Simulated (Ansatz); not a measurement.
# SrCd: an elastic constant from a strain scan

Computed with DFT r2SCAN, scalar-relativistic, plane waves, PAW (Ansatz). Settings: plane waves to 500 eV, k-mesh 12×12×12 (Γ-centred), Gaussian smearing 0.15 eV. No spin polarisation. Energies are free energies at this smearing, counted from the undisturbed cell; pressure is positive in compression.

The starting cell (as given, not relaxed at this level; it stands at 0.8 GPa, and it needn't be the usual structure):

```
Sr Cd
1.0
     4.00300    0.00000    0.00000
     0.00000    4.00300    0.00000
     0.00000    0.00000    4.00300
Sr Cd
1 1
Direct
  0.50000 0.50000 0.50000
  0.00000 0.00000 0.00000
```

The cell is strained by ε times the Voigt pattern (1, -1, 0, 0, 0, 0) (xx, yy, zz, yz, xz, xy; engineering shear) with fractional coordinates fixed. The cell holds 2 atoms in V0 = 64.14 Å³. The stress column is τ = (1/V0) dE/dε, got from the stress tensor σ (compression positive) at each point as −det(1 + εP) σ : P(1 + εP)⁻¹, with P the pattern as a tensor.

| ε | ΔE (meV/atom) | τ (GPa) |
| --- | --- | --- |
| -0.1312 | 84.511 | -6.554 |
| -0.1125 | 61.887 | -5.621 |
| -0.0937 | 42.247 | -4.779 |
| -0.0750 | 26.239 | -3.759 |
| -0.0562 | 14.090 | -2.700 |
| -0.0375 | 5.908 | -1.683 |
| -0.0187 | 1.361 | -0.755 |
| 0.0000 | 0.000 | 0.000 |
| 0.0187 | 1.361 | 0.755 |
| 0.0375 | 5.908 | 1.683 |
| 0.0562 | 14.090 | 2.700 |
| 0.0750 | 26.239 | 3.759 |
| 0.0937 | 42.247 | 4.779 |
| 0.1125 | 61.887 | 5.621 |
| 0.1312 | 84.511 | 6.554 |
| 0.1500 | ? | ? |

Q: Which combination of elastic constants does this scan measure, and how large is it?

A: For small ε, τ = τ0 + Kε with K = pᵀCp, which for this pattern is 2(C11 − C12) in the cubic axes. The parabola through τ at ε = -0.0187, 0 and 0.0187 has slope K = 40 GPa at zero. The energies per cell, E = NΔE, of the same two points give K = 2[E(ε₊)/ε₊ − E(ε₋)/ε₋]/[(ε₊ − ε₋)V0] = 39 GPa, in agreement.

Q: Predict the withheld row at ε = 0.1500 from the harmonic law, and compare.

A: ΔE = V0(τ0 ε + Kε²/2)/N = 90.949 meV/atom and τ = 6.06 GPa. The calculation gives 111.768 meV/atom and 7.98 GPa: the energy lies 23 % above the harmonic value.

In a metal these slopes depend on the k mesh and the smearing.